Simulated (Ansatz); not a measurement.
**Bi: computed property card**

Bi:
```
Bi
1.0
    0.00000     2.50399     2.50399
    2.50399     0.00000     2.50399
    2.50399     2.50399     0.00000
Bi
1
Direct
  0.00000   0.00000   0.00000
```

Space group Fm-3m (No. 225), fcc (Cu type); conventional cell a = 5.008 Å, b = 5.008 Å, c = 5.008 Å, α = 90.00°, β = 90.00°, γ = 90.00°.

Method: DFT-r²SCAN in the program Ansatz with PAW potentials. Geometry: relaxed at this level of theory. Other levels are named where they apply.

### Cell and energy

- Volume per atom: 31.40 Å³
- Density: 11.05 g/cm³

### Electronic structure

- Electronic character = metallic (no gap)
- Density of states at the Fermi level = 0.70 states/eV per atom (mean over ±0.08 eV)
- Gap with spin–orbit coupling = none (metallic)

### Mechanics

- Bulk modulus (Birch–Murnaghan fit) = 54.3 GPa
- Pressure derivative B′ = 4.7
- Elastic constants (relaxed ions, GPa) = C11 = 41.2, C12 = 60.8, C44 = 1.1
- Mechanical stability = unstable (C has a negative eigenvalue)

The start of the workflow was typed in or built on a structure type; neither database checked (COD, Materials Project) lists it. It is not the phase usual at ambient conditions (space group No. 166). Symmetry was held in the r²SCAN relaxation. As this level gives no gap, shear constants depend on the k-mesh and smearing (Fermi–Dirac, 0.1 eV here). Scalar-relativistic: spin–orbit coupling is off unless named, which matters more the heavier the elements.

Potentials: the earlier of the program's two PAW sets.
